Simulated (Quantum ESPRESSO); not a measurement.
**Band energies of PbI₂**

```
CELL_PARAMETERS angstrom
      4.61784     0.00000     0.00000
     -2.30892     3.99917     0.00000
      0.00000     0.00000    14.55123
ATOMIC_POSITIONS crystal
  I  0.66667 0.33333 0.87135
  I  0.33333 0.66667 0.37135
  I  0.00000 0.00000 0.12855
  I  0.00000 0.00000 0.62855
  Pb 0.66667 0.33333 0.50010
  Pb 0.33333 0.66667 0.00010
```

PBEsol (Quantum ESPRESSO, PseudoDojo norm-conserving, 70 Ry, with spin-orbit coupling); path ΓMKΓALHA,LM,KH; energies in eV from the valence-band maximum.

```csv
k (1/Å),point,band 56,band 57,band 58,band 59,band 60,band 61,band 62,band 63
0.00,Γ,0.00,1.48,1.48,1.60,1.60,2.93,2.93,3.06
0.20,,-0.10,1.82,1.84,1.92,1.94,3.18,3.19,3.24
0.59,,-0.36,2.32,2.36,2.55,2.64,3.54,3.62,3.91
0.79,M,-0.49,2.41,2.41,2.62,2.62,3.62,3.62,3.94
1.24,K,-0.13,2.76,2.87,2.87,3.13,3.82,3.82,4.02
1.42,,-0.13,2.69,2.79,2.88,3.05,3.80,3.84,3.91
1.78,,-0.11,2.20,2.22,2.39,2.41,3.38,3.39,3.65
1.96,,-0.09,1.82,1.82,1.87,1.88,3.17,3.18,3.19
2.15,Γ,0.00,1.48,1.48,1.60,1.60,2.93,2.93,3.06
2.15,A,-0.20,1.54,1.54,1.54,1.54,2.99,2.99,2.99
2.34,,-0.14,1.88,1.88,1.88,1.88,3.21,3.21,3.22
2.74,,-0.44,2.47,2.47,2.47,2.47,3.73,3.73,3.73
2.93,L,-0.47,2.50,2.50,2.50,2.50,3.76,3.76,3.76
3.23,,-0.33,2.79,2.79,2.99,2.99,3.75,3.75,4.00
3.39,H,-0.34,2.96,2.96,2.98,2.98,3.89,3.89,3.93
3.69,,-0.28,2.57,2.57,2.89,2.89,3.60,3.60,3.98
3.84,,-0.22,2.34,2.34,2.64,2.64,3.51,3.51,3.76
4.14,,-0.12,1.75,1.75,1.79,1.79,3.12,3.12,3.14
4.29,A,-0.20,1.54,1.54,1.54,1.54,2.99,2.99,2.99
4.29,L,-0.47,2.50,2.50,2.50,2.50,3.76,3.76,3.76
4.51,M,-0.49,2.41,2.41,2.62,2.62,3.62,3.62,3.94
4.51,K,-0.13,2.76,2.87,2.87,3.13,3.82,3.82,4.02
4.72,H,-0.34,2.96,2.96,2.98,2.98,3.89,3.89,3.93
```

The PBEsol gap is direct, 1.48 eV at Γ.

Geometry of the Materials Project entry, not relaxed at this level.

This is not the ordinary phase of the substance.
